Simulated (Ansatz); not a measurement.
Given:

ZrSe$_{2}$:
Space group P-3m1 (No. 164); a = b = 3.736 Å, c = 6.035 Å, α = β = 90.00°, γ = 120.00°

```json
[
 {"atom": "Zr", "site": "1a", "symmetry": "-3m.", "x": "0.0000", "y": "0.0000", "z": "0.0000"},
 {"atom": "Se", "site": "2d", "symmetry": "3m.", "x": "0.3333", "y": "0.6667", "z": "0.2648"}
]
```

This is the PBE+D3(BJ)-relaxed structure.

Task: All from PBE+D3(BJ) (plane waves, PAW; program Ansatz), unless another level is named. Estimate the Poisson's ratio.

Result: 0.20.

Task: And the highest zone-centre frequency?

Result: 250 cm^-1.

The PBE+D3(BJ) relaxation kept the symmetry of its start; of distortions, only those at the zone centre were tested. The run is not spin-polarised. As this level gives no gap, phonon frequencies hold no LO–TO term and depend on the k-mesh and smearing (Fermi–Dirac, 0.1 eV here).

Potentials: the later of the program's two PAW sets.
